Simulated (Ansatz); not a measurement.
**SrTiO₃ (Pm-3m) under several functionals**

**Experimental background.**

From “Glass-like thermal conductivity in SrTiO3 thermoelectrics induced by A-site vacancies”, 2014, arxiv:1411.0410, for a ceramic of SrTiO3 at 300 K: lattice constant a 3.9052 ± 0.0001 Å.

Plane-wave DFT in Ansatz with scalar-relativistic PAW potentials. The same structure was relaxed (cell and atoms, symmetry kept) in separate runs at each level; U_eff on d shells: Ti 4 eV. No spin polarisation.

Q: How do the levels PBE, PBE+U, PBEsol compare?

A:
```tsv
level	cutoff (eV)	k mesh	V (Å³/atom)	a (Å)	gap (eV)
PBEsol	420	8×8×8	11.783	3.891	1.85
PBE	420	8×8×8	12.199	3.936	1.84
PBE+U	420	8×8×8	12.299	3.947	2.30
```

The usual order of volumes, PBEsol < PBE, holds here (11.783, 12.199 Å³/atom). As a rule PBEsol, built on the gradient expansion of slowly varying densities, lies between LDA and PBE; PBE's stronger gradient term for exchange weakens bonds. The Hubbard U changes PBE's volume by 0.8 %; as a rule localising d electrons weakens their share of the bonding and swells the cell. Each gap belongs to its own cell, so it mixes the functional's effect with that of the volume; gaps are the least found on the k mesh or on a band path.

For PBE: Against the measured lattice constant a of SrTiO3, 3.9052 Å (300 K; ceramic; “Glass-like thermal conductivity in SrTiO3 thermoelectrics induced by A-site vacancies”, 2014, arxiv:1411.0410), the calculated 3.936 Å is off by +0.8 %. 2 values of this kind are on record (3.9036 to 3.9052 Å); this one was drawn at random, those with a stated uncertainty first. The calculations are for 0 K without zero-point motion.

Symmetry holds off the tilts and polar distortions that many cubic perovskites undergo.